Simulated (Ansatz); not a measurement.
NaF (rock salt, Fm-3m), DFT-LDA in the program Ansatz with PAW potentials: ε∞ = 1.93, cell volume 22.82 Å³. Infrared-active transverse modes:

| ω_TO (cm⁻¹) | oscillator strength S_xx (e²/amu) |
|---|---|
| 275.3 | 0.09551 |

Question: Compute the static dielectric constant.

Answer: Each mode adds (4.921e7/V) S/ω²: 2.72. So ε0 = 4.64.

Question: What LO frequency does the Lyddane–Sachs–Teller relation give?

Answer: ω_LO = ω_TO √(ε0/ε∞) = 427 cm⁻¹.

The LDA relaxation kept the symmetry of its start.

Potentials: the earlier of the program's two PAW sets. The files were generated under PBE; for other functionals the program regenerates the frozen cores, and for LDA and PBEsol the local potential too.
